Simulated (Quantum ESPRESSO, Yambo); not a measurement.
**G0W0 results for SrTiO₃**

```
SrTiO3
1.0
   -2.76579     2.76579     3.91472
    2.76579    -2.76579     3.91472
    2.76579     2.76579    -3.91472
O Ti Sr
6 2 2
Direct
  0.24105   0.74105   0.98210
  0.75895   0.25895   0.01790
  0.74105   0.75895   0.50000
  0.25895   0.24105   0.50000
  0.75000   0.75000   0.00000
  0.25000   0.25000   0.00000
  0.00000   0.00000   0.00000
  0.50000   0.50000   0.00000
  0.75000   0.25000   0.50000
  0.25000   0.75000   0.50000
```

The geometry is that of Materials Project entry mp-551830, symmetrised and not relaxed again.

Starting point: norm-conserving LDA (Quantum ESPRESSO, 84 Ry, without SOC). G0W0 in Yambo: 4×4×4 Γ-centred k mesh, bands 3 to 148 and a 6 Ry block in the screening, 148 bands in G with the Bruneval-Gonze terminator, plasmon pole fitted at 27.2 eV.

```json
{
  "LDA gap along the band path": "1.82 eV",
  "LDA gap between the mesh's edge points (Γ → Γ)": "1.82 eV",
  "G0W0 gap between the same points": "3.53 eV"
}
```

```tsv
k point	band	E LDA (eV)	E QP (eV)	shift (eV)	Z
Γ	VB	0.00	-0.27	-0.27	0.77
Γ	CB	1.82	3.26	1.45	0.78
X	VB	-0.08	-0.36	-0.28	0.77
X	CB	1.98	3.46	1.48	0.78
N	VB	-0.61	-0.94	-0.32	0.77
N	CB	3.32	4.79	1.47	0.76
P	VB	-0.64	-0.97	-0.33	0.80
P	CB	2.96	4.41	1.45	0.76
Z	VB	-0.08	-0.35	-0.27	0.77
Z	CB	1.99	3.44	1.45	0.78
```

Energies count from the LDA valence-band maximum.

Nearest settings tried, and what they do to the gap: 70 bands in W, 70 bands in G: +134 meV; 2 Ry block (59 vectors against 197): +451 meV. Not varied: mesh. So the settings aren't converged at that level.

This is not the ordinary phase of the substance.
